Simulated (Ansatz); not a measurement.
Coordination and B-11 quadrupole coupling in B5H9

Cell: a computed structure from the Materials Project (it need not be an observed phase).

Space group I4mm (No. 107); a = 7.2459, c = 5.3101 Å.

```
site  Wyckoff  site symmetry       x       y       z
  B1       2a            4mm  0.0000  0.0000  0.7696
  B2       8d            .m.  0.0000  0.8256  0.9811
  H6       2a            4mm  0.0000  0.0000  0.5469
  H7       8d            .m.  0.0000  0.6635  0.9553
 H11       8c            ..m  0.8686  0.8686  0.1502
```

One atom of each set is listed; the run and its k-mesh use a cell of 14 atoms with edges of 5.77, 5.77, 5.77 Å.

Computed with Ansatz: DFT, PBE, plane waves and PAW, scalar-relativistic, 420 eV cutoff, Γ-centred 7×7×7 k-points, Fermi–Dirac smearing 0.05 eV.

Q(B-11) = 40.59 mb.

Question: Rank these B sites by |C_Q|, smallest first.
A. B1: 1 H at 1.18 Å, 4 B at 1.69 Å
B. B2: 3 H at 1.18–1.35 Å, 3 B at 1.69–1.79 Å

Answer: A (0.471 MHz, η = 0.00), B (1.88 MHz, η = 0.51).

An axis of threefold or higher order runs through B1, so V_zz lies along it and η is zero. Like point charges on the first shell alone (each adding as 1/d³) would put B1 above B2: the covalent part of each bond and the atoms beyond the first shell count as well.
